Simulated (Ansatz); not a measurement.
Cu, DFT, PBEsol, all-electron PAW with datasets made for the crystal, scalar-relativistic (Ansatz 0.2.0), run on 1 thread of Arm Neoverse V1 on a shared host.

The geometry is COD entry 5000216, unchecked; take it as a test cell. The listed cell was then made from it by scaling, straining or moving an atom.

Command: `ansatz run input.yaml --threads 1 --pin off --max-ram 3072MiB --backend cpu --events-out ev --progress --plain --runs-dir out`

```yaml
crystal:
  lattice:
    - [0.0, 1.8194705475, 1.8194705475]
    - [1.8194705475, 0.0, 1.8194705475]
    - [1.8194705475, 1.8194705475, 0.0]
  atoms:
    - { symbol: Cu, position: [0.0, 0.0, 0.0] }
kpoints:
  mp_grid: { grid: [19, 19, 19] }
scf:
  occupations: { method: fermi_dirac, width: 0.08 }
hamiltonian:
  xc: pbesol
  pseudopotentials: { kind: all_electron, datasets: crystal }
output:
  forces: true
  stress: true
  eigenvalues: true
  efg: { contact_densities: true }
```

Q: How large is the problem that the program sets up?

A: 220 irreducible k-points, 137 plane waves at Γ, 10 bands.

Q: Estimate the wall time and the peak memory.

A: 11 s of wall time for 9 SCF iterations, with a peak of 0.39 GiB. Times on shared machines scatter by tens of per cent.

Q: And the same cell and mesh by frozen-core PAW, asked for forces, stress, eigenvalues, efg, on the same hardware?

A: 3.8 s, peak memory 0.3 GiB.
